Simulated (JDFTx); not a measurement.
Part of a log of JDFTx (a modified build) for 1,1,1-trifluoroethane, C2H3F3 (SMILES CC(F)(F)F), charge 0, multiplicity 1 (PBE, GBRV ultrasoft potentials, plane waves to 20/100 Ha):

```
unit cell volume = 6415.14
Chosen fftbox size, S = [  90  84  84  ]
unit cell volume = 6415.14
Chosen fftbox size, S = [  80  80  80  ]
  'C' pseudopotential, 'SLA  PW   PBE  PBE' functional
  4 valence electrons, 2 orbitals, 4 projectors, 721 radial grid points, with lMax = 1
  'F' pseudopotential, 'SLA  PW   PBX  PBC' functional
  7 valence electrons, 2 orbitals, 4 projectors, 799 radial grid points, with lMax = 1
  'H' pseudopotential, 'SLA  PW   PBX  PBC' functional
  1 valence electrons, 1 orbitals, 2 projectors, 615 radial grid points, with lMax = 0
Initialized 3 species with 8 total atoms.
Folded 1 k-points by 1x1x1 to 1 k-points.
nElectrons:  32.000000   nBands: 19   nStates: 1
average nbasis = 27491.000 , ideal nbasis = 27405.948
Correction to mu due to finite nuclear width = -0.0049493
   Cavity determined by nc: 0.00142 and sigma: 0.707107
   Nonlocal vdW cavity from gaussian model electron density with norm = 8 and sigma = 0.993594 bohr
   Charge asymmetry in cavity with sensitivity pCavity = 36.5 e-bohr/Eh
   Electrostatic cavity expanded by eta = 1.46 bohrs
   Weighted density cavitation model constrained by Nbulk: 0.0049383 bohr^-3, Pvap: 3.14029 kPa, Rvdw: 2.61727 bohr and sigmaBulk: 4.62e-05 Eh/bohr^2 at T: 298 K.
   Weighted density dispersion model using vdW pair potentials with single solvent site with sqrtC6eff: 0.77 SI.
[...]
Will mix electronic density at each iteration.
	Linear fluid (dielectric constant: 78.4, screening length: 5.74355 Bohr) occupying 0.784075 of unit cell:	Completed after 16 iterations
[... later lines of the fluid solver are left out ...]
SCF: Cycle:  0   Etot: -86.150309565544831   dEtot: -8.857e-04   |Residual|: 1.264e-02   |deigs|: 2.061e-03
[... lines cut ...]
SCF: Cycle: 11   Etot: -86.150411079596978   dEtot: -1.349e-08   |Residual|: 3.517e-05   |deigs|: 3.741e-04
SCF: Cycle: 12   Etot: -86.150411089272922   dEtot: -9.676e-09   |Residual|: 1.230e-05   |deigs|: 2.193e-04
SCF: Cycle: 13   Etot: -86.150411091367260   dEtot: -2.094e-09   |Residual|: 7.845e-06   |deigs|: 3.981e-05
SCF: Converged (|Delta E|<1.000000e-08 for 2 iters).
Converging empty states (this may take a while): |deigs|: 4.106e-05

# Energy components:
   A_diel =       -0.0027432651385365
   Eewald =       39.3027123254175166
       EH =      112.9884595562210308
     Eloc =     -266.5619866359455159
      Enl =       11.9387579827743782
      Exc =      -18.7113534566230904
 Exc_core =        0.0673504914636015
       KE =       34.8283919104633313
-------------------------------------
     Etot =      -86.1504110913672605


	eMin: -1.220843 at state 0 ( [ +0.000000 +0.000000 +0.000000 ] spin 0 )
	HOMO: -0.332950 at state 0 ( [ +0.000000 +0.000000 +0.000000 ] spin 0 )
```

**Question.** Which solvation model was used?
A) SCCS (cation parameters)
B) linear PCM (GLSSA13)
C) CANDLE
D) SaLSA

**Answer.** C, CANDLE. The liquid was water (dielectric constant 78.4), 1 M NaCl.
